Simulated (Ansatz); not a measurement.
P, DFT, PBEsol, all-electron LAPW, scalar-relativistic (Ansatz 0.2.0), run on 1 thread of Intel(R) Xeon(R) Platinum 8488C (Sapphire Rapids) on a shared host.

The geometry is COD entry 1534547, unchecked; take it as a test cell. The listed cell was then made from it by scaling, straining or moving an atom.

Command: `ansatz run input.yaml --threads 1 --pin off --max-ram 3072MiB --backend cpu --events-out ev --progress --plain --runs-dir out`

```yaml
crystal:
  lattice:
    - [4.2151558207, 0.0, 0.0]
    - [0.0, 4.2151558207, 0.0]
    - [0.0, 0.0, 4.3188305846]
  atoms:
    - { symbol: P, position: [0.0, 0.0, 0.0] }
kpoints:
  mp_grid: { grid: [10, 10, 9] }
  band_path:
    path:
      - [0.0, 0.0, 0.0]
      - [0.0, 0.5, 0.0]
      - [0.5, 0.5, 0.0]
      - [0.0, 0.0, 0.0]
      - [0.0, 0.0, 0.5]
      - [0.0, 0.5, 0.5]
      - [0.5, 0.5, 0.5]
      - [0.0, 0.0, 0.5]
      - [0.0, 0.5, 0.0]
    npoints: 5
scf:
  occupations: { method: fermi_dirac, width: 0.08 }
hamiltonian:
  xc: pbesol
  pseudopotentials: { kind: all_electron, lapw: { basis_error: 0.00025 } }
output:
  forces: true
  stress: true
  eigenvalues: true
```

(1) How large is the problem that the program sets up?

(2) Estimate the wall time and the peak memory.

Results:

(1) 105 irreducible k-points, 131 plane waves at Γ, 10 bands.

(2) 4.3 s of wall time for 7 SCF iterations, with a peak of 0.27 GiB. Times on shared machines scatter by tens of per cent.
